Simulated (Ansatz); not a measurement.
ZnS (wurtzite)

```yaml
crystal:
  lattice:
    - [3.84511, 0.00000, 0.00000]
    - [-1.92255, 3.32996, 0.00000]
    - [0.00000, 0.00000, 6.30566]
  atoms:
    - { symbol: Zn, position: [0.66667, 0.33333, 0.99985] }
    - { symbol: Zn, position: [0.33333, 0.66667, 0.49985] }
    - { symbol: S, position: [0.66667, 0.33333, 0.62535] }
    - { symbol: S, position: [0.33333, 0.66667, 0.12535] }
```

E(V) scan at fixed shape, V₀ the volume above. The atoms relax within the cell's symmetry.

The numbers are results of PBE (plane waves to 420 eV, PAW, scalar-relativistic; Ansatz, a first-principles code), not measurements. k mesh 10×10×5 (Γ-centred), Fermi-Dirac smearing 0.05 eV. Energies are smeared free energies. With the shape held, the modulus is that of even scaling; a crystal free to change shape is softer. ZnS was relaxed with its symmetry unable to fall. The zero of ΔE is the relaxed starting cell.

| V (Å³/atom) | ΔE (meV/atom) |
|---|---|
| 18.166 | 52.7 |
| 18.570 | 32.4 |
| 18.973 | 17.5 |
| 19.377 | 7.5 |
| 19.781 | 1.8 |
| 20.184 | 0.0 |
| 20.588 | 1.7 |
| 20.992 | 6.5 |
| 21.396 | 14.1 |
| 21.799 | 24.3 |
| 22.203 | 36.6 |

**Question.** What is the fitted pressure derivative B₀′?

**Answer.** 4.4.

**Question.** What bulk modulus at fixed cell shape B₀ follows from a third-order Birch-Murnaghan fit?

**Answer.** 69.1 GPa. Check by three points about V = 20.184 Å³/atom, step 0.404: d²E/dV² ≈ (1.8 − 2·0.0 + 1.7) meV / 0.404² = 0.0215 eV/Å⁶, and V·d²E/dV² × 160.2 = 69.5 GPa.

(A scan under strain: stresses follow from slopes of the energy per volume, elastic moduli from its curvatures.)
